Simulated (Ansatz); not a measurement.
## Band table of Sn (diamond type)

```xyz
2
Lattice="0.0000 2.5123 2.5123 2.5123 0.0000 2.5123 2.5123 2.5123 0.0000" Properties=species:S:1:pos:R:3 pbc="T T T"
Sn   -0.6281   -0.6281   -0.6281
Sn    0.6281    0.6281    0.6281
```

The cell comes from a relaxation on PAW files under the same functional, begun from a prototype that needn't be the stable phase.

Level of theory: DFT with PBE, scalar-relativistic, in Ansatz 0.2.0; a Γ-centred 10×10×10 k mesh, Fermi–Dirac smearing of 0.08 eV, no spin polarisation. PAW: frozen-core files, cutoff 420 eV.

This run: volume at 0.43 of the series' base cell.

Spin–orbit coupling is left out, which matters for the heavy atoms.

Path points, in fractions of the reciprocal vectors: Γ (0.000, 0.000, 0.000), X (0.500, 0.000, 0.500), U (0.625, 0.250, 0.625), K (0.375, 0.375, 0.750), L (0.500, 0.500, 0.500), W (0.500, 0.250, 0.750). The distance column jumps between branches of the path. Levels in eV from the Fermi level; bands 4 to 16, counted from the lowest band of the run. The gap is zero, the pressure 218.8 GPa.

```
# k(1/Å) point b4 b5 b6 b7 b8 b9 b10 b11 b12 b13 b14 b15 b16
0.000 Γ -25.50 -25.50 -23.64 -23.64 -23.64 -23.18 -23.18 -17.99 1.32 1.32 1.32 2.48 2.48
0.156 - -25.48 -25.41 -23.73 -23.62 -23.62 -23.20 -23.15 -17.88 0.22 0.22 0.75 2.09 3.67
0.313 - -25.41 -25.24 -23.94 -23.55 -23.55 -23.27 -23.10 -17.55 -1.19 -1.19 -0.52 1.40 4.42
0.469 - -25.31 -25.03 -24.20 -23.44 -23.44 -23.38 -23.10 -17.01 -2.47 -2.47 -2.14 0.77 3.02
0.625 - -25.16 -24.81 -24.48 -23.53 -23.32 -23.32 -23.17 -16.25 -3.96 -3.58 -3.58 0.27 1.87
0.782 - -24.99 -24.76 -24.58 -23.70 -23.28 -23.20 -23.20 -15.28 -5.86 -4.48 -4.48 -0.06 1.03
0.938 - -25.02 -24.79 -24.34 -23.90 -23.44 -23.09 -23.09 -14.12 -7.75 -5.14 -5.14 -0.25 0.43
1.094 - -25.27 -24.58 -24.12 -24.10 -23.64 -23.02 -23.02 -12.76 -9.56 -5.55 -5.55 -0.30 0.03
1.250 X -25.48 -24.35 -24.35 -23.86 -23.86 -22.99 -22.99 -11.24 -11.24 -5.69 -5.69 -0.20 -0.20
1.306 - -25.46 -24.35 -24.35 -23.87 -23.86 -22.99 -22.99 -11.23 -11.22 -5.79 -5.68 -0.20 -0.08
1.361 - -25.42 -24.36 -24.35 -23.91 -23.86 -22.99 -22.97 -11.23 -11.19 -6.04 -5.63 -0.17 0.26
1.416 - -25.35 -24.37 -24.34 -23.97 -23.86 -22.99 -22.94 -11.22 -11.12 -6.41 -5.56 -0.13 0.76
1.472 - -25.27 -24.38 -24.34 -24.05 -23.86 -22.98 -22.91 -11.21 -11.03 -6.83 -5.45 -0.07 1.39
1.527 - -25.18 -24.40 -24.33 -24.13 -23.87 -22.98 -22.88 -11.23 -10.92 -7.25 -5.32 0.01 2.09
1.582 - -25.08 -24.42 -24.33 -24.22 -23.87 -22.97 -22.85 -11.27 -10.77 -7.64 -5.16 0.10 2.86
1.637 - -24.97 -24.45 -24.32 -24.32 -23.87 -22.97 -22.83 -11.37 -10.60 -7.96 -4.97 0.21 3.66
1.693 U -24.87 -24.48 -24.42 -24.31 -23.87 -22.96 -22.82 -11.55 -10.41 -8.18 -4.75 0.33 4.50
2.458 K -24.87 -24.48 -24.42 -24.31 -23.87 -22.96 -22.82 -11.55 -10.41 -8.18 -4.75 0.33 4.50
2.624 - -24.73 -24.58 -24.55 -24.26 -23.86 -22.95 -22.83 -12.50 -9.65 -8.19 -3.97 0.82 7.10
2.790 - -24.99 -24.70 -24.27 -24.20 -23.81 -22.94 -22.91 -13.76 -8.63 -7.52 -3.01 1.45 6.44
2.956 - -25.16 -24.83 -24.11 -24.09 -23.67 -23.06 -22.95 -14.98 -7.35 -6.45 -1.93 2.25 5.27
3.122 - -25.23 -24.97 -24.01 -23.98 -23.49 -23.23 -22.98 -16.04 -5.84 -5.11 -0.84 3.18 4.29
3.287 - -25.29 -25.12 -23.89 -23.88 -23.40 -23.33 -23.03 -16.89 -4.10 -3.55 0.14 3.51 4.16
3.453 - -25.37 -25.28 -23.78 -23.77 -23.53 -23.23 -23.09 -17.50 -2.18 -1.81 0.84 2.94 3.99
3.619 - -25.45 -25.42 -23.68 -23.68 -23.61 -23.19 -23.15 -17.87 -0.18 0.00 1.21 2.60 3.28
3.785 Γ -25.50 -25.50 -23.64 -23.64 -23.64 -23.18 -23.18 -17.99 1.32 1.32 1.32 2.48 2.48
3.920 - -25.45 -25.45 -23.65 -23.65 -23.65 -23.17 -23.17 -17.91 -0.07 0.89 0.89 2.94 2.94
4.055 - -25.37 -25.37 -23.69 -23.69 -23.69 -23.15 -23.15 -17.66 -2.05 0.21 0.21 3.23 3.65
4.191 - -25.28 -25.28 -23.74 -23.72 -23.72 -23.13 -23.13 -17.25 -4.04 -0.44 -0.44 3.14 4.15
4.326 - -25.22 -25.22 -23.79 -23.74 -23.74 -23.12 -23.12 -16.68 -5.94 -0.99 -0.99 3.06 4.23
4.462 - -25.17 -25.17 -23.85 -23.75 -23.75 -23.11 -23.11 -15.95 -7.73 -1.44 -1.44 3.05 4.04
4.597 - -25.16 -25.16 -23.90 -23.74 -23.74 -23.12 -23.12 -15.08 -9.36 -1.77 -1.77 3.10 3.81
4.732 - -25.15 -25.15 -23.93 -23.72 -23.72 -23.12 -23.12 -14.15 -10.76 -1.97 -1.97 3.22 3.64
4.868 L -25.15 -25.15 -23.95 -23.72 -23.72 -23.13 -23.13 -13.58 -11.48 -2.04 -2.04 3.30 3.59
4.978 - -25.14 -25.13 -23.97 -23.74 -23.74 -23.11 -23.10 -13.54 -11.43 -2.46 -2.19 2.85 3.47
5.089 - -25.10 -25.05 -24.06 -23.80 -23.77 -23.08 -23.03 -13.40 -11.28 -3.44 -2.64 2.38 3.60
5.199 - -25.03 -24.93 -24.20 -23.89 -23.81 -23.04 -22.96 -13.18 -11.04 -4.58 -3.34 2.25 3.77
5.310 - -24.95 -24.78 -24.37 -23.99 -23.84 -22.99 -22.90 -12.85 -10.73 -5.72 -4.18 2.41 4.00
5.420 - -24.86 -24.62 -24.54 -24.11 -23.89 -22.94 -22.85 -12.44 -10.39 -6.74 -5.07 2.77 4.29
5.531 - -24.79 -24.66 -24.47 -24.22 -23.96 -22.90 -22.83 -11.93 -10.14 -7.50 -5.94 3.28 4.61
5.641 - -24.89 -24.60 -24.39 -24.27 -24.05 -22.86 -22.83 -11.34 -10.24 -7.73 -6.73 3.89 4.84
5.752 W -25.02 -24.49 -24.49 -24.16 -24.16 -22.84 -22.84 -10.73 -10.73 -7.39 -7.39 4.53 4.53
5.830 - -25.05 -24.48 -24.48 -24.15 -24.15 -22.84 -22.84 -10.75 -10.75 -7.33 -7.33 4.01 4.01
5.908 - -25.10 -24.44 -24.44 -24.13 -24.13 -22.86 -22.86 -10.82 -10.82 -7.16 -7.16 3.17 3.17
5.986 - -25.18 -24.41 -24.41 -24.08 -24.08 -22.88 -22.88 -10.91 -10.91 -6.91 -6.91 2.32 2.32
6.064 - -25.26 -24.38 -24.38 -24.03 -24.03 -22.91 -22.91 -11.01 -11.01 -6.60 -6.60 1.53 1.53
6.143 - -25.34 -24.37 -24.37 -23.97 -23.97 -22.94 -22.94 -11.10 -11.10 -6.28 -6.28 0.84 0.84
6.221 - -25.41 -24.36 -24.36 -23.91 -23.91 -22.97 -22.97 -11.17 -11.17 -5.98 -5.98 0.29 0.29
6.299 - -25.46 -24.35 -24.35 -23.87 -23.87 -22.99 -22.99 -11.22 -11.22 -5.77 -5.77 -0.07 -0.07
6.377 X -25.48 -24.35 -24.35 -23.86 -23.86 -22.99 -22.99 -11.24 -11.24 -5.69 -5.69 -0.20 -0.20
```
